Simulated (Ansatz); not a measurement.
**Computed properties of TiPt**

TiPt:
```xyz
2
Lattice="3.1410 0.0000 0.0000 0.0000 3.1410 0.0000 0.0000 0.0000 3.1410" Properties=species:S:1:pos:R:3 pbc="T T T"
Pt     0.0000     0.0000     0.0000
Ti     1.5705     1.5705     1.5705
```

Space group Pm-3m (No. 221), CsCl type; conventional cell a = b = c = 3.1410 Å, α = β = γ = 90.00°.

Method: plane-wave PAW PBEsol (Ansatz code). Geometry: relaxed at this level of theory. Other levels are named where they apply.

### Cell and energy

- Volume per atom = 15.49 Å³
- Density = 13.02 g/cm³
- Formation energy from the elements (no fitted shifts) = -0.78 eV/atom

### Electronic structure

- Electronic character = metallic (no gap)
- Density of states at the Fermi level = 1.3 states/eV per atom (mean over ±0.08 eV)
- Gap with spin–orbit coupling = none (metallic)

### Mechanics

Bulk modulus (Birch–Murnaghan fit): 202 GPa
Pressure derivative B′: 4.4
Elastic constants (relaxed ions, GPa): C11 = 166, C12 = 220, C44 = 57.7
Mechanical stability: unstable (C has a negative eigenvalue)

### Charges

* **Bader charges**: Pt -1.44, Ti +1.44 e

The workflow started from an entry of the Crystallography Open Database (COD). Its standing as an ambient phase is unchecked. The PBEsol relaxation kept the symmetry of its start. The run is not spin-polarised. As this level gives no gap, shear constants depend on the k-mesh and smearing (Fermi–Dirac, 0.1 eV here). The references are the lowest solids computed at this level, not always the standard phases. Spin–orbit coupling is left out wherever it is not named.

Potentials: the later of the program's two PAW sets.
